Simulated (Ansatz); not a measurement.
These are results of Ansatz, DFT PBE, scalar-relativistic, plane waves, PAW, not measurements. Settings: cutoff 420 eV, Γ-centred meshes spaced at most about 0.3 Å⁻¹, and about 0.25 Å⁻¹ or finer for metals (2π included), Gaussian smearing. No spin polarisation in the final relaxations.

All energies are static (0 K, no zero-point motion).

Two relaxed structures of ZnCd2S3:

A. Space group P4mm (No. 99), tetragonal, a = 4.855 Å, c = 6.458 Å. Zn is surrounded by 5 S at 2.44–2.47 Å; Cd has 1 S at 2.42 Å and 2 S at 2.67 Å; S on a site of symmetry 2mm is surrounded by 1 Cd at 2.42 Å and 2 Zn at 2.47 Å; S on a site of symmetry 4mm has 1 Zn at 2.44 Å and 4 Cd at 2.67 Å.

B. Space group P6/mmm (No. 191), hexagonal, a = 7.727 Å, c = 3.017 Å. Zn has 2 Zn at 3.02 Å; Cd is surrounded by 6 S at 2.69 Å and 2 Cd at 3.02 Å; around S lie 4 Cd at 2.69 Å and 2 S at 3.02 Å.

Problem. Which form is favoured at zero pressure, and by what margin per atom?

Solution. A is lower, by 0.32 eV/atom. A has space group P4mm (No. 99), 25.4 Å³/atom and no gap on its mesh; B has space group P6/mmm (No. 191), 26.0 Å³/atom and no gap. Counting S atoms around Cd and Zn (those within 1.25 times the shortest such distance or 1.15 times the sum of covalent radii, 1.27 where that leaves under three; a plus sign parts nearer from farther groups; the shortest distance is added where it exceeds 1.18 times the sum of covalent radii), A has Zn 5, Cd 1+2 and B has Zn 12 from 4.1 Å, Cd 6. Both come from invented guesses. A third cell relaxed alike, in I-4m2, lies 0.56 eV/atom below the lower of the two.

Cells relaxed within their symmetry can be saddle points.
